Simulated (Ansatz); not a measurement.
The structure is an experimental refinement, used without relaxation.

Tl: DFT, LDA, all-electron LAPW, scalar-relativistic (Ansatz 0.2.0).

Command: `ansatz run input.yaml --threads 1 --pin off --max-ram 3072MiB --backend cpu --events-out ev --progress --plain --runs-dir out` The run took 51 s on 1 thread of Arm Neoverse V2, with other jobs on the host, peak memory 0.4 GiB.

```yaml
crystal:
  lattice:
    - [3.4559983565, 0.0, 0.0]
    - [-1.7279991783, 2.9929823722, 0.0]
    - [0.0, 0.0, 5.525]
  atoms:
    - { symbol: Tl, position: [0.3333333333, 0.6666666667, 0.25] }
    - { symbol: Tl, position: [0.6666666667, 0.3333333333, 0.75] }
kpoints:
  mp_grid: { grid: [11, 11, 6] }
  band_path:
    path:
      - [0.0, 0.0, 0.0]
      - [0.5, 0.0, 0.0]
      - [0.3333333333, 0.3333333333, 0.0]
      - [0.0, 0.0, 0.0]
      - [0.0, 0.0, 0.5]
      - [0.5, 0.0, 0.5]
      - [0.3333333333, 0.3333333333, 0.5]
      - [0.0, 0.0, 0.5]
      - [0.5, 0.0, 0.5]
    npoints: 14
scf:
  occupations: { method: fermi_dirac, width: 0.05 }
hamiltonian:
  xc: lda
  pseudopotentials: { kind: all_electron, lapw: { basis_error: 0.0005 } }
output:
  forces: true
  stress: true
  eigenvalues: true
  fatbands: true
  populations: true
  dos: { projected: true, de: 0.2, e_range: [-14, 8] }
```

Output:

```
Tl: projections on atomic orbitals take those of the free atom 1s2 2s2 2p6 3s2 3p6 3d10 4s2 4p6 4d10 4f14 5s2 5p6 5d10 6s2 6p1, of charge +0.00 (hamiltonian.pseudopotentials.projection_atoms)
LAPW: plane waves up to 6.881 Å⁻¹, error target 5.0e-4 eV per atom; small_component_spin mean_spin; Tl in spheres of 1.704 Å, 35 of its electrons in bands, Dirac shells []
Engine: ansatz 0.2.0
Pseudopotentials: kind: all_electron
Pseudopotential: Tl, LAPW, valence charge 35, Koelling and Harmon's equation, gaussian nucleus
Functional definition: SPW92
  exchange = slater_x
  correlation = pw_c
Crystal: 2 atoms, lattice volume = 57.149 Å³
Basis set: ecut = 180.40324966808686 eV, 313 PW (Γ), exchange–correlation at level 2
Bands: 42, of which v1, the nominal top of the filled ones, is band 35 counted from 1 (34 counted from 0)
Symmetry: 24 space group operations
Space group: P63/mmc (ITA 194), of the structure as read, at distance tolerance 3.9e-5 Å
k-points: 64 of 726
Non-local potential: Tl, projectors of the file, none
Initial density: superposition of atomic densities (chi_scale 0.1, normalization cell)
Initial wavefunctions: plane waves of lowest kinetic energy (no species holds an atomic orbital)
Functional: x = slater, c = lda
iter 1 solved again at ethr=8.83e-6 eV; its pass at ethr=1.00e-1 eV (dr2=6.18e-3 eV) is discarded
SCF iter   1: F=—  HF=-1100957.829929 eV  |F-HF|=—  |Δ(HF+E_count)|=         —  Δρ=3.81e-3  dr2=6.23e-3  ethr=8.83e-6  ⟨swp⟩=3.9  Hψ=17769  notcnv=0
preconditioner: auto → LDOS  [metal: Δε(μ)=0.037 eV  Ē_g=15.661 eV  σ=0.050 eV  W_gap=0.18  n_scr=22 (ndim 8)  ℏωp=25.0 eV  f_vac=0.054  D(μ)=1.23/eV (n_scr^D=2)  β→1.0]
iter 2 solved again at ethr=6.37e-7 eV; its pass at ethr=8.83e-6 eV (dr2=4.46e-4 eV) is discarded
SCF iter   2: F=—  HF=-1100957.827188 eV  |F-HF|=—  |Δ(HF+E_count)|=   2.74e-3  Δρ=1.14e-3  dr2=4.46e-4  ethr=6.37e-7  ⟨swp⟩=2.0  Hψ=14826  notcnv=0
SCF iter   3: F=—  HF=-1100957.765723 eV  |F-HF|=—  |Δ(HF+E_count)|=   6.15e-2  Δρ=9.75e-4  dr2=3.99e-4  ethr=6.37e-7  ⟨swp⟩=3.0  Hψ=8992  notcnv=0
SCF iter   4: F=—  HF=-1100957.764474 eV  |F-HF|=—  |Δ(HF+E_count)|=   1.25e-3  Δρ=3.94e-4  dr2=6.65e-5  ethr=5.70e-7  ⟨swp⟩=2.0  Hψ=8070  notcnv=0
SCF iter   5: F=—  HF=-1100957.764471 eV  |F-HF|=—  |Δ(HF+E_count)|=   2.94e-6  Δρ=1.11e-4  dr2=5.45e-6  ethr=9.50e-8  ⟨swp⟩=2.0  Hψ=8070  notcnv=0
SCF iter   6: F=-1100957.764477 eV  HF=-1100957.764477 eV  |F-HF|=4.75e-8  |Δ(HF+E_count)|=   5.96e-6  Δρ=9.75e-6  dr2=4.20e-8  ethr=7.79e-9  ⟨swp⟩=2.7  Hψ=8143  notcnv=0
SCF 1 converged in 6 iterations: F = -1100957.764477 eV  dr2 = 4.20e-8
NSCF: frozen V_eff on 113 k-points
SCF converged after 6 iterations
Free energy (F): -1100957.764477 eV
Harris-Foulkes:  -1100957.764477 eV  (|F-HF|=4.75e-8)
Internal energy: -1100957.755038 eV  (E = F + TS)
E sigma→0 (E₀):  -1100957.759757 eV
Entropy (-TS):   -0.009439 eV (-4.719 meV/atom)
Fermi energy:    15.201970 eV
--- Per-component energies (eV) ---
  E_band       = -3636.963515
  E_kinetic    = 1264044.996580
  E_xc         = -20114.400483
  E_electrostatic = -2344888.351134  (all electrons and nuclei)
  E_smearing   = -0.009439  (= −TS)
  E_closure    = 0.000000  (closes the sum)
  E_atoms      = -1100951.902729  (free atoms, spherical and without spin; not in F)
  Σ components = -1100957.764477   (vs F -1100957.764477, Δ=0.00e0)
  Basis errors (estimates in eV, not in F): energy 1.0e-4 per atom: plane waves 1.0e-4 (5.0e-5 summed), levels above the bands 2.0e-96, relativity 6.4e-9, radial functions 1.6e-6, core shells 6.7e-9; eigenvalues (radial functions only) 7.3e-6; not estimated: angular momenta, meshes, grids; target (lapw.basis_error) 5.0e-4; muffin-tin radii Tl 1.704 Å
--- Forces (eV/Å), atoms counted from 1 ---
  atom   1  Tl    -0.00000000    -0.00000000     0.00000000
  atom   2  Tl     0.00000000     0.00000000     0.00000000
  max |Σ_I F_I| component: 5.78e-19 eV/Å
--- Stress (GPa, compression-positive) ---
       -1.747480      -0.000000       0.000000
       -0.000000      -1.747480       0.000000
        0.000000       0.000000      -1.811963
  P = ⅓ Tr σ = -1.7690 GPa (-17.690 kbar)
--- Band table (eV; the first three rows and the last of 64) ---
  k-point 0: bands = ["-111.4648", "-111.4646", "-94.8626", "-94.8626", "-94.8626", "-94.8626", "-94.8616", "-94.8616", "-94.8616", "-94.8616", "-94.8609", "-94.8609", "-94.8609", "-94.8609", "-94.8607", "-94.8607", "-56.5580", "-56.5541", "-56.5541", "-56.5524", "-56.5524", "-56.5490", "3.5280", "3.7655", "3.7849", "3.7849", "3.8392", "3.8392", "3.9046", "3.9046", "4.2477", "4.2477", "5.1676", "10.0938", "12.4072", "23.1640", "23.1640", "25.2544", "25.2544", "25.6017", "26.1102", "26.1207"]
  k-point 1: bands = ["-111.4647", "-111.4646", "-94.8626", "-94.8626", "-94.8626", "-94.8626", "-94.8616", "-94.8616", "-94.8616", "-94.8616", "-94.8609", "-94.8609", "-94.8609", "-94.8609", "-94.8607", "-94.8607", "-56.5574", "-56.5539", "-56.5539", "-56.5525", "-56.5525", "-56.5496", "3.5481", "3.7598", "3.7603", "3.7603", "3.8232", "3.8232", "3.9559", "3.9559", "4.2373", "4.2373", "5.3205", "9.1047", "13.6976", "23.2852", "23.2852", "24.3141", "25.1053", "25.1053", "25.6223", "26.0778"]
  k-point 2: bands = ["-111.4647", "-111.4646", "-94.8626", "-94.8626", "-94.8626", "-94.8626", "-94.8616", "-94.8616", "-94.8616", "-94.8616", "-94.8609", "-94.8609", "-94.8609", "-94.8609", "-94.8607", "-94.8607", "-56.5557", "-56.5536", "-56.5536", "-56.5528", "-56.5528", "-56.5513", "3.6019", "3.7300", "3.7411", "3.7411", "3.7864", "3.7864", "4.0482", "4.0482", "4.2017", "4.2017", "5.7954", "7.7362", "15.9670", "21.4273", "23.6313", "23.6313", "24.6913", "24.6913", "25.6851", "25.9593"]
  k-point 63: bands = ["-111.4646", "-111.4646", "-94.8627", "-94.8627", "-94.8626", "-94.8626", "-94.8616", "-94.8616", "-94.8616", "-94.8616", "-94.8609", "-94.8609", "-94.8609", "-94.8609", "-94.8607", "-94.8607", "-56.5586", "-56.5586", "-56.5569", "-56.5569", "-56.5518", "-56.5518", "3.6031", "3.6031", "3.8257", "3.8257", "3.9219", "3.9219", "4.0478", "4.0478", "4.2628", "4.2628", "11.0138", "11.0138", "14.1099", "14.1099", "15.9229", "15.9229", "22.7330", "22.7330", "26.1743", "26.1743"]
--- Löwdin populations: 2 sites ---
  site symbol       q [e]
     0     Tl     80.9896
     1     Tl     80.9896
  spilling = 0.000128 (of n_electrons = 162.000000)
```

populations.tsv:

```
# site	symbol	l	j	q
# orbitals = lowdin
# n_electrons = 162.000000
# spilling = 0.000128
# projection_atom_Tl: 1s2 2s2 2p6 3s2 3p6 3d10 4s2 4p6 4d10 4f14 5s2 5p6 5d10 6s2 6p1
0	Tl	0_1S	-	1.999999
0	Tl	0_2S	-	1.999989
0	Tl	0_3S	-	1.999870
0	Tl	0_4S	-	1.998754
0	Tl	0_5S	-	1.985650
0	Tl	0_6S	-	1.537017
0	Tl	1_2P	-	6.000000
0	Tl	1_3P	-	5.999996
0	Tl	1_4P	-	5.999895
0	Tl	1_5P	-	5.992200
0	Tl	1_6P	-	1.508452
0	Tl	2_3D	-	9.999998
0	Tl	2_4D	-	9.999984
0	Tl	2_5D	-	9.967816
0	Tl	3_4F	-	13.999986
1	Tl	0_1S	-	1.999999
1	Tl	0_2S	-	1.999989
1	Tl	0_3S	-	1.999870
1	Tl	0_4S	-	1.998754
1	Tl	0_5S	-	1.985650
1	Tl	0_6S	-	1.537017
1	Tl	1_2P	-	6.000000
1	Tl	1_3P	-	5.999996
1	Tl	1_4P	-	5.999895
1	Tl	1_5P	-	5.992200
1	Tl	1_6P	-	1.508452
1	Tl	2_3D	-	9.999998
1	Tl	2_4D	-	9.999984
1	Tl	2_5D	-	9.967816
1	Tl	3_4F	-	13.999986
```
